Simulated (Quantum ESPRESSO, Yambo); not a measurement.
CdS (wurtzite, space group P6_3mc, No. 186): one geometry, one set of LDA (pw.x of Quantum ESPRESSO, ONCV potentials, scalar-relativistic) orbitals, self-energies from Yambo (3×3×2 Γ-centred k mesh, bands 9 to 195 and a 8 Ry block in the screening, 195 bands in G with the Bruneval-Gonze terminator, plasmon pole fitted at 27.2 eV).

```json
[
 {"level": "LDA (Quantum ESPRESSO)", "gap Γ → Γ (eV)": "1.03"},
 {"level": "exchange only (Hartree-Fock self-energy on LDA orbitals)", "gap Γ → Γ (eV)": "___"},
 {"level": "static COHSEX@LDA", "gap Γ → Γ (eV)": "___"},
 {"level": "G0W0@LDA, plasmon pole", "gap Γ → Γ (eV)": "2.31"}
]
```

### Question
Complete the blanks.

### Answer

- exchange only (Hartree-Fock self-energy on LDA orbitals), gap Γ → Γ (eV): 8.57
- static COHSEX@LDA, gap Γ → Γ (eV): 2.97

Bare exchange has no screening and gives the widest gap; static COHSEX screens it but leaves out the frequency dependence, which G0W0 restores.

Nearest settings tried, and what they do to the gap: 127 bands in G: +1 meV; 127 bands in W, 127 bands in G: +11 meV; 7 Ry block (209 vectors against 263): -13 meV; 3×3×1 mesh: -138 meV. So the settings aren't converged at that level. The k mesh is coarse.

Spin-orbit coupling is not included.

Geometry relaxed with LDA; primitive cell a = b = 4.077 Å, c = 6.633 Å, α = β = 90.00°, γ = 120.00°.
